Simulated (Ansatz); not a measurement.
**Ta: strain energy, fitted**

Ta, Im-3m, a = 3.280 Å. Ansatz: PBEsol, PAW, 420 eV, Γ-centred 16×16×16 mesh on 2 atoms, Gaussian smearing 0.10 eV; no spin polarisation. Series: strain along c alone, the other axes held, atoms fixed by symmetry; x is the strain in per cent. y is the free energy over the unstrained cell, V0 = 17.652 Å³/atom.

| x (%) | y (meV/atom) |
| --- | --- |
| -6.0 | ? |
| -4.0 | 27.70 |
| -2.0 | 6.83 |
| 0.0 | 0.00 |
| 2.0 | 5.52 |
| 4.0 | 22.10 |
| 6.0 | 48.58 |

Task: Fit y = c2 x² + c3 x³ to the other rows, turn c2 into a modulus, and predict the missing energy.

Result: Least squares on the rows shown. y = 1.5714 x² − 0.038104 x³. In eV per unit strain² c2 is 15.71; this is C33 with relaxed ions (E = ½ C33 V0 ε²): 2 × 15.71 × 160.2 / (17.652) = 285 GPa. The unstrained cell keeps some stress along the strain, worth a slope of -0.22 meV/atom per %, which the form leaves out. At x = -6.0 the fit asked for gives 64.80 meV/atom. The run gave 64.11 meV/atom, so the fit is 0.69 meV/atom too high, within twice the rms miss on the fitted rows (0.38 meV/atom).

Spin–orbit coupling is left out, which can shift energies with elements as heavy as these.